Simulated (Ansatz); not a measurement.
NiS₂:
```yaml
crystal:
  lattice:
    - [5.15706, 0.00000, 0.00000]
    - [0.00000, 5.28463, 0.00000]
    - [0.00000, 0.00000, 29.00000]
  atoms:
    - { symbol: Ni, position: [0.00000, 0.50000, 0.50000] }
    - { symbol: Ni, position: [0.50000, 0.00000, 0.50000] }
    - { symbol: S, position: [0.88465, 0.87651, 0.47990] }
    - { symbol: S, position: [0.38465, 0.62349, 0.52010] }
    - { symbol: S, position: [0.61535, 0.37651, 0.47990] }
    - { symbol: S, position: [0.11535, 0.12349, 0.52010] }
```
The layer is periodic in x and y and isolated along z.

Relaxed with r²SCAN+D4.

Task: All from the program Ansatz at the r²SCAN+D4 level (PAW), unless another level is named. Give the valence-band maximum.

Result: at Γ.

Task: What about the electron affinity (Kohn–Sham)?

Result: 4.35 eV.

Task: Give the HSE06 gap on the r²SCAN+D4 cell.

Result: 2.54 eV.

Task: And the conduction-band minimum?

Result: at S.

Task: And the HSE06 ionisation potential?

Result: 6.28 eV.

Space group P2_1/c. The layer was cut from a bulk entry of the Materials Project (measured or hypothetical); whether that bulk phase is the ambient one, and whether the layer has been isolated, was not checked. The cell was relaxed with r²SCAN+D4 under the symmetry of its start; its stability against distortions is not shown here. The workflow began spin-polarised and lost its moments.

Potentials: the later of the program's two PAW sets.
